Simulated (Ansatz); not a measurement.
This Ansatz input for ReBi in the zincblende structure was spoiled on purpose:

```yaml
crystal:
  lattice:
    - [0.0, 3.0677205794, 3.0677205794]
    - [3.0677205794, 0.0, 3.0677205794]
    - [3.0677205794, 3.0677205794, 0.0]
  atoms:
    - { symbol: Re, position: [0.0, 0.0, 0.0] }
    - { symbol: Bi, position: [0.25, 0.25, 0.25] }
basis:
  ecutwfc: 420
  ecutrho_ratio: 4
kpoints:
  mp_grid: { grid: [10, 10, 10] }
hamiltonian:
  xc: pbesol
scf:
  occupations: { method: fermi_dirac, width: 1.0 }
  max_iter: 75
output:
  forces: true
  stress: true
```

Launched as:
```sh
ansatz run input.yaml --threads 4 --pin off --max-ram 4096MiB --backend cpu --events-out ev --progress --plain --runs-dir out
```

What the program printed:

SCF trace (energy estimate counted from the last row):
| iteration | ΔE (eV) | density residual (eV) |
| --- | --- | --- |
| 1 | -0.018 | 9.67e-2 |
| 2 | 9.6e-04 | 1.25e-3 |
| 3 | -6.2e-05 | 3.10e-4 |
| 4 | 5.0e-06 | 3.22e-5 |
| 5 | -1.0e-06 | 1.80e-6 |
| 6 | 0.000 | 6.97e-8 |

```
SCF 1 converged in 6 iterations: F = -22978.796112 eV  dr2 = 6.97e-8
SCF converged after 6 iterations
Free energy (F): -22978.796112 eV
E sigma→0 (E₀):  -22975.579485 eV
Entropy (-TS):   -6.433254 eV (-3216.627 meV/atom)
Fermi energy:    11.169825 eV
--- Forces (eV/Å), atoms counted from 1 ---
  atom   1  Re     0.00000000     0.00000000     0.00000000
  atom   2  Bi     0.00000000     0.00000000     0.00000000
--- Stress (GPa, compression-positive) ---
        8.935753       0.000000       0.000000
        0.000000       8.935753       0.000000
        0.000000       0.000000       8.935753
  P = ⅓ Tr σ = 8.9358 GPa (89.358 kbar)
```

Question: What is wrong with it?

Answer: A smearing of electronvolts. Against the sound input: scf.occupations: {"method": "gaussian", "width": 0.05} → {"method": "fermi_dirac", "width": 1.0} (the cap on iterations is only a precaution).

The run converged all the same; its pressure of 9 GPa shows the fault against the sound run's. Its energy lies -313 meV/atom from the sound one.  The run before the change (PBEsol, 420 eV, 10×10×10 mesh) gave:

| run | P (GPa) | gap on the mesh (eV) | cell moment (μB) | largest force component (eV/Å) |
| --- | --- | --- | --- | --- |
| sound | -0.1 | metal | – | 0.000 |
| spoiled | 8.9 | 0 (bands touch) | – | 0.000 |

This is a trial structure made by placing the elements on a prototype's sites, so it needn't be the stable form.
